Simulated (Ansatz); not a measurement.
Theory: DFT PBE, scalar-relativistic, plane waves, PAW in Ansatz. Settings of the last relaxation (8-atom cell): 420 eV, 6×6×6 k points, Gaussian smearing of 0.02 eV, no spin polarisation.

Formation energies are uncorrected and refer to the elements' standard structures at the same level.

Task: Suggest a trial structure for a cubic semiconductor made of Al, As and Ga, with a gap near 1.0 eV, a formation energy near −0.45 eV/atom and a density near 3.97 g/cm³, in a cell of 8 atoms.

Result: Al3GaAs4, space group P-43m (No. 215). Al has 4 As at 2.48 Å; around Ga lie 4 As at 2.49 Å; around As lie 3 Al at 2.48 Å and 1 Ga at 2.49 Å.

```yaml
crystal:
  lattice:
    - [5.73295, 0.00000, 0.00000]
    - [0.00000, 5.73295, 0.00000]
    - [0.00000, 0.00000, 5.73295]
  atoms:
    - { symbol: Al, position: [0.50000, 0.00000, 0.00000] }
    - { symbol: Al, position: [0.00000, 0.00000, 0.50000] }
    - { symbol: Al, position: [0.00000, 0.50000, 0.00000] }
    - { symbol: Ga, position: [0.50000, 0.50000, 0.50000] }
    - { symbol: As, position: [0.75089, 0.24911, 0.75089] }
    - { symbol: As, position: [0.75089, 0.75089, 0.24911] }
    - { symbol: As, position: [0.24911, 0.24911, 0.24911] }
    - { symbol: As, position: [0.24911, 0.75089, 0.75089] }
```

* Volume per atom: 23.55 Å³
* Density: 3.97 g/cm³
* Formation energy: −0.451 eV/atom
* Gap on the 6×6×6 mesh of the 8-atom cell: 1.03 eV

The structure comes from a generated guess, relaxed at this level; another structure or a mixture of phases may lie lower. The answer needn't be unique; the calculation gave this one.

Kohn–Sham gaps at this level usually fall short of measured ones. The reference form of As is held partly by dispersion forces, which this level lacks. Symmetry constrained the relaxation, so the result can be a saddle point.
